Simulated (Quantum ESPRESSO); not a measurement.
# W3Ti2Ir3: input and log of a self-consistent run

Simulated, not a measurement. The program is pw.x of Quantum ESPRESSO 7.5 (plane-wave density functional theory). The cell is made up: eight metal atoms on a hexagonal close-packed lattice, with elements, volume, strain and displacements drawn at random and not relaxed, so it may be unstable or far from any real phase. PseudoDojo standard norm-conserving files set the functional (PBE unless stated); there is no spin polarisation or spin-orbit coupling, the Fermi-Dirac width of 0.25 eV means electrons at about 2900 K, and the masses in the input are unused placeholders. Heavy elements are run without spin-orbit coupling, which real alloys of them have. A spin test at this wide smearing found no moment, but such smearing suppresses magnetism that the real alloy may have.

Input:

```
&control calculation='scf', pseudo_dir='./dojo.nc.sr.pbe.v0_5.standard.upf', outdir='./o', disk_io='minimal', tprnfor=.true., tstress=.true. /
&system ibrav=0, nat=8, ntyp=3, nbnd=77, ecutwfc=84.00895049, nosym=.true., tot_charge=0,
 occupations='smearing', smearing='fd', degauss=0.0183746611
/
&electrons conv_thr=1.470e-08, electron_maxstep=70, mixing_beta=0.5 /
ATOMIC_SPECIES
Ir 1.0 Ir.upf
Ti 1.0 Ti.upf
W 1.0 W.upf
CELL_PARAMETERS angstrom
-2.8668 -0.0106 -0.0226
-0.0172 4.8611 -4.439
-0.0538 -4.8247 -4.3988
ATOMIC_POSITIONS angstrom
W 0.0114 -0.0347 -0.0684
Ti 0.0136 1.6033 -2.222
Ir -0.0687 0.0989 -4.4295
Ir -0.0316 1.5929 -6.6665
Ti -1.4656 -0.8134 -2.2005
W -1.4673 -2.4398 -4.4766
W -1.4871 -0.7751 -6.6188
Ir -1.5118 2.4101 -4.3954
K_POINTS automatic
8 4 4 1 1 1
```

The log is shortened where brackets say so; the opening notice, blank lines, dates and the lines on written files are dropped, and the path of the files is cut. It prints rydbergs, bohrs and kilobars, and counts compression as positive stress. Its total energy is the free energy E - TS of the whole cell.

```
     Program PWSCF v.7.5
     Parallel version (MPI & OpenMP), running on       4 processor cores
     Number of MPI processes:                 4
     Threads/MPI process:                     1
     [start-up lines left out]
     bravais-lattice index     =            0
     lattice parameter (alat)  =       5.4177  a.u.
     unit-cell volume          =     827.9470 (a.u.)^3
     number of atoms/cell      =            8
     number of atomic types    =            3
     number of electrons       =       117.00
     number of Kohn-Sham states=           77
     kinetic-energy cutoff     =      84.0090  Ry
     charge density cutoff     =     336.0358  Ry
     scf convergence threshold =      1.5E-08
     mixing beta               =       0.5000
     number of iterations used =            8  plain     mixing
     Exchange-correlation= PBE
                           (   1   4   3   4   0   0   0)
     [axes and pseudopotential details left out]
   Cartesian axes
     site n.     atom                  positions (alat units)
         1        W      tau(   1) = (   0.0039764  -0.0121036  -0.0238585  )
         2        Ti     tau(   2) = (   0.0047438   0.5592435  -0.7750508  )
         3        Ir     tau(   3) = (  -0.0239631   0.0344971  -1.5450440  )
         4        Ir     tau(   4) = (  -0.0110223   0.5556159  -2.3253269  )
         5        Ti     tau(   5) = (  -0.5112127  -0.2837202  -0.7675515  )
         6        W      tau(   6) = (  -0.5118056  -0.8510212  -1.5614728  )
         7        W      tau(   7) = (  -0.5187120  -0.2703609  -2.3086888  )
         8        Ir     tau(   8) = (  -0.5273276   0.8406616  -1.5331496  )
     number of k points=    64  Fermi-Dirac smearing, width (Ry)=  0.0184
                       cart. coord. in units 2pi/alat
        k(    1) = (  -0.0618666  -0.0001008  -0.0806013), wk =   0.0312500
        k(    2) = (  -0.0609499  -0.0744398  -0.1620128), wk =   0.0312500
     [further k points left out]
     Dense  grid:    86129 G-vectors     FFT dimensions: (  32,  75,  72)
     Estimated max dynamical RAM per process >     367.97 MB
     Estimated total dynamical RAM >       1.38 GB
     Initial potential from superposition of free atoms
     starting charge     116.9948, renormalised to     117.0000
     Starting wfcs are   80 randomized atomic wfcs
     total cpu time spent up to now is        6.2 secs
     per-process dynamical memory:   302.3 Mb
     Self-consistent Calculation
     iteration #  1     ecut=    84.01 Ry     beta= 0.50
     Davidson diagonalization with overlap
     ethr =  1.00E-02,  avg # of iterations =  3.3
     Threshold (ethr) on eigenvalues was too large:
     Diagonalizing with lowered threshold
     Davidson diagonalization with overlap
     ethr =  9.50E-04,  avg # of iterations =  2.3
     total cpu time spent up to now is       37.1 secs
     total energy              =   -1382.94763949 Ry
     estimated scf accuracy    <       1.16554287 Ry
     iteration #  2     ecut=    84.01 Ry     beta= 0.50
     Davidson diagonalization with overlap
     ethr =  9.96E-04,  avg # of iterations =  6.5
     total cpu time spent up to now is       59.0 secs
     total energy              =   -1382.21199014 Ry
     estimated scf accuracy    <      19.97709900 Ry
     iteration #  3     ecut=    84.01 Ry     beta= 0.50
     Davidson diagonalization with overlap
     ethr =  9.96E-04,  avg # of iterations =  5.8
     total cpu time spent up to now is       78.4 secs
     total energy              =   -1383.47787914 Ry
     estimated scf accuracy    <       1.67284904 Ry
     iteration #  4     ecut=    84.01 Ry     beta= 0.50
     Davidson diagonalization with overlap
     ethr =  9.96E-04,  avg # of iterations =  2.0
     total cpu time spent up to now is       93.6 secs
     total energy              =   -1383.56991257 Ry
     estimated scf accuracy    <       0.08398614 Ry
     iteration #  5     ecut=    84.01 Ry     beta= 0.50
     Davidson diagonalization with overlap
     c_bands:  1 eigenvalues not converged
     ethr =  7.18E-05,  avg # of iterations = 11.4
     total cpu time spent up to now is      126.4 secs
     total energy              =   -1383.58529190 Ry
     estimated scf accuracy    <       0.31046359 Ry
     [iterations 6 to 16 left out]
     iteration # 17     ecut=    84.01 Ry     beta= 0.50
     Davidson diagonalization with overlap
     ethr =  5.36E-10,  avg # of iterations =  2.0
     total cpu time spent up to now is      329.7 secs
     total energy              =   -1383.60558599 Ry
     estimated scf accuracy    <       0.00000055 Ry
     iteration # 18     ecut=    84.01 Ry     beta= 0.50
     Davidson diagonalization with overlap
     ethr =  4.73E-10,  avg # of iterations =  1.0
     total cpu time spent up to now is      344.0 secs
     total energy              =   -1383.60558604 Ry
     estimated scf accuracy    <       0.00000013 Ry
     iteration # 19     ecut=    84.01 Ry     beta= 0.50
     Davidson diagonalization with overlap
     ethr =  1.09E-10,  avg # of iterations =  1.4
     total cpu time spent up to now is      359.0 secs
     total energy              =   -1383.60558605 Ry
     estimated scf accuracy    <       0.00000002 Ry
     iteration # 20     ecut=    84.01 Ry     beta= 0.50
     Davidson diagonalization with overlap
     ethr =  1.99E-11,  avg # of iterations =  2.8
     total cpu time spent up to now is      375.9 secs
     total energy              =   -1383.60558605 Ry
     estimated scf accuracy    <       0.00000002 Ry
     iteration # 21     ecut=    84.01 Ry     beta= 0.50
     Davidson diagonalization with overlap
     ethr =  1.99E-11,  avg # of iterations =  1.2
     total cpu time spent up to now is      390.8 secs
     End of self-consistent calculation
     [lines on levels left out]
!    total energy              =   -1383.60558604 Ry
     estimated scf accuracy    <       0.00000001 Ry
     smearing contrib. (-TS)   =      -0.12403453 Ry
     internal energy E=F+TS    =   -1383.48155151 Ry
     The total energy is F=E-TS. E is the sum of the following terms:
     one-electron contribution =    -260.77896474 Ry
     hartree contribution      =     199.00953549 Ry
     xc contribution           =    -265.67720523 Ry
     ewald contribution        =   -1056.03491704 Ry
     convergence has been achieved in  21 iterations
     Forces acting on atoms (cartesian axes, Ry/au):
     atom    1 type  3   force =    -0.00622397   -0.02868964    0.07281855
     atom    2 type  2   force =    -0.00414734    0.02338436   -0.05531913
     atom    3 type  1   force =     0.00275340   -0.05504601    0.01495825
     atom    4 type  1   force =    -0.00832863    0.02888305   -0.01541675
     atom    5 type  2   force =     0.00313117   -0.05153565   -0.04943560
     atom    6 type  3   force =     0.00127024    0.04497366    0.05229262
     atom    7 type  3   force =    -0.00025388    0.01546707   -0.00484987
     atom    8 type  1   force =     0.01179900    0.02256316   -0.01504808
     Total force =     0.158736     Total SCF correction =     0.000634
     Computing stress (Cartesian axis) and pressure
          total   stress  (Ry/bohr**3)                   (kbar)     P=       50.10
  -0.00006588  -0.00005338  -0.00003957           -9.69       -7.85       -5.82
  -0.00005338   0.00045471   0.00012231           -7.85       66.89       17.99
  -0.00003957   0.00012231   0.00063283           -5.82       17.99       93.09
     init_run     :      5.89s CPU      6.08s WALL (       1 calls)
     electrons    :    378.05s CPU    384.66s WALL (       1 calls)
     forces       :      2.66s CPU      2.66s WALL (       1 calls)
     stress       :      9.34s CPU      9.34s WALL (       1 calls)
     [timing details left out]
     PWSCF        :   6m36.01s CPU   6m42.89s WALL
     JOB DONE.
```

In other units: free energy -18824.913 eV for the cell, pressure 5.01 GPa, largest force component 1.872 eV/Å in size. The run took 405 s of wall time with four MPI processes on a shared machine (Intel Xeon, 2023 or later, virtual cores), so the time is rough. A rerun of this cell at a higher cutoff and on a denser mesh moved values by no more than 0.008 eV in energy, 0.09 GPa in stress and 0.007 eV/Å in force, and a second program with other atomic files agreed on that cell to 2 % rms in force and 0.5 GPa in pressure.